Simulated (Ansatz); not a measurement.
# Ca₂In squeezed and stretched

A database entry relaxed whole under r2SCAN (Pnma):

```
Ca In
1.0
     7.24049    0.00000    0.00000
     0.00000    5.36573    0.00000
     0.00000    0.00000    9.92557
Ca In
8 4
Direct
  0.03131 0.25000 0.70185
  0.46869 0.75000 0.20185
  0.53131 0.25000 0.79815
  0.96869 0.75000 0.29815
  0.17593 0.25000 0.06769
  0.32407 0.75000 0.56769
  0.67593 0.25000 0.43231
  0.82407 0.75000 0.93231
  0.22516 0.25000 0.39073
  0.27484 0.75000 0.89073
  0.72516 0.25000 0.10927
  0.77484 0.75000 0.60927
```

The cell was scaled uniformly, its shape held, and the atoms relaxed at each volume with plane-wave PAW DFT (Ansatz 0.2.0; r2SCAN, 500 eV, 5×6×4 Γ-centred mesh, fermi-dirac occupations of width 0.100 eV; no spin, no spin-orbit coupling). One row is withheld.

```
volume (Å³/atom)  energy over the lowest (meV/atom)  pressure (GPa)
          30.206                               11.8            2.08
          30.849                                5.0            1.31
          31.492                                1.1            0.62
          32.134                                0.0           -0.02
          32.777                                1.2           -0.60
          33.420                                  ?               ?
          34.063                               10.0           -1.58
```

Question: Fit the pressures of the other rows to the third-order Birch-Murnaghan form.

Answer: With f = [(V₀/V)^(2/3) − 1]/2 and P = 3B₀f(1 + 2f)^(5/2)[1 + 3(B₀′ − 4)f/2], least squares gives V₀ = 32.11 Å³ an atom, B₀ = 30.1 GPa and B₀′ = 4.0; the rows miss the fit by less than 0.01 GPa. The slope of the energies differs from these pressures by less than 0.05 GPa.

Question: What does the withheld row hold?

Answer: The fit gives -1.11 GPa at 33.420 Å³; the run gave -1.11 GPa and 4.6 meV an atom.

Caveats: the shape of the cell was held, so B₀ is an upper bound where the axes differ in stiffness; 0 K, fixed nuclei; the symmetry was kept, and this need not be the phase that is stable at 0 K; one mesh for all volumes; every run is gapless at this level; pressure is positive in compression.
